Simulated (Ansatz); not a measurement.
**IrAs (zincblende structure)**

Method: r²SCAN, scalar-relativistic; no spin polarisation; PAW, 500 eV, Γ-centred 10×10×10 mesh, 0.05 eV Gaussian smearing; code Ansatz; PAW files: Ansatz's generated set soft_2.

```cif
data_structure
_symmetry_space_group_name_H-M 'P 1'
_symmetry_Int_Tables_number 1
_cell_length_a 3.8661
_cell_length_b 3.8661
_cell_length_c 3.8661
_cell_angle_alpha 60.000
_cell_angle_beta 60.000
_cell_angle_gamma 60.000
_cell_volume 40.86
loop_
_atom_site_label
_atom_site_type_symbol
_atom_site_fract_x
_atom_site_fract_y
_atom_site_fract_z
_atom_site_occupancy
Ir1 Ir 0.00000 0.00000 0.00000 1
As1 As 0.25000 0.25000 0.25000 1
```

This is a trial structure made by placing the elements on a prototype's sites, so it needn't be the stable form.

The cell above was scaled in volume, its shape and atoms being fixed by the lattice's symmetry. Energies are counted from the cell above.

The cell is relaxed to zero pressure at this level.

```
V (Å³/atom)  ΔE (meV/atom)  P (GPa)
      19.61           16.6      6.8
      20.02            4.0      3.2
      20.43            0.0      0.0
      20.84            3.7     -2.8
      21.25           14.1     -5.4
      21.86           41.1     -8.6
```

Question: What do the points give for the equilibrium volume, the bulk modulus and its pressure derivative (third-order Birch–Murnaghan)?

Answer: V0 = 20.43 Å³/atom, B0 = 150 GPa, B0′ = 4.7.

B0·V0 = 149.8 GPa × 20.43 Å³ = 19.10 eV/atom sets the scale: near the minimum ΔE ≈ ½ B0 V0 x², with x = V/V0 − 1, and a pressure of 1.5 GPa squeezes the volume by about 1 %. At the ends of the curve: x = −4.0 % predicts 15.3 meV/atom and the run gives 16.6; x = +7.0 % predicts 46.7 meV/atom and the run gives 41.1. Compression costs more and expansion less than the parabola says, since the crystal stiffens as it shrinks; B0′ measures that.

These numbers lack spin–orbit coupling. The run is a metal.
